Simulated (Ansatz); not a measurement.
Data sheet: AgPt (DFT)

AgPt:
```yaml
crystal:
  lattice:
    - [2.74691, 0.00000, 0.00000]
    - [0.00000, 2.74691, 0.00000]
    - [0.00000, 0.00000, 4.16935]
  atoms:
    - { symbol: Ag, position: [0.00000, 0.00000, 0.00000] }
    - { symbol: Pt, position: [0.50000, 0.50000, 0.50000] }
```

Space group P4/mmm (No. 123), L1₀ or tetragonal B2; conventional cell a = b = 2.7469 Å, c = 4.1694 Å, α = β = γ = 90.00°.

Method: PBEsol (plane waves, PAW; program Ansatz). Geometry: relaxed at this level of theory. Other levels are named where they apply.

Cell and energy:

Volume per atom: 15.73 Å³
Density: 15.99 g/cm³
Formation energy from the elements (no fitted shifts): 0.056 eV/atom

Electronic structure:

* **Electronic character**: metallic (no gap)
* **Density of states at the Fermi level**: 0.61 states/eV per atom (mean over ±0.08 eV)
* **Gap with spin–orbit coupling**: none (metallic)

Mechanics:

- Bulk modulus (Birch–Murnaghan fit) = 189 GPa
- Pressure derivative B′ = 5.6
- Elastic constants (relaxed ions, GPa) = C11 = 322, C12 = 115, C13 = 156, C33 = 225, C44 = 57.6, C66 = 17.0
- Mechanical stability = stable (all eigenvalues of C positive)
- Hill bulk and shear moduli = 190 and 47.7 GPa
- Young's modulus = 132 GPa
- Poisson's ratio = 0.38
- Debye temperature from the elastic constants = 232 K

Phonons:

- Highest zone-centre frequency = 23.3 meV
- Zone-centre stability = no imaginary mode at Γ

The start of the workflow was typed in or built on a structure type; neither database checked (COD, Materials Project) lists it. Its standing as an ambient phase is unchecked. Symmetry was held in the PBEsol relaxation. No spin polarisation was allowed. As this level gives no gap, shear constants depend on the k-mesh and smearing (Fermi–Dirac, 0.1 eV here). As this level gives no gap, phonon frequencies hold no LO–TO term and depend on the k-mesh and smearing (Fermi–Dirac, 0.1 eV here). Axis ratios of metals converge slowly with the k-mesh, so a and c are less sure than the volume. On the denser mesh and wider smearing of the elastic run this cell carries a stress of 0.4 GPa. The references are the lowest solids computed at this level, not always the standard phases. Scalar-relativistic: spin–orbit coupling is off unless named, which matters more the heavier the elements.

Potentials: the earlier of the program's two PAW sets. The files were generated under PBE; for other functionals the program regenerates the frozen cores, and for LDA and PBEsol the local potential too.
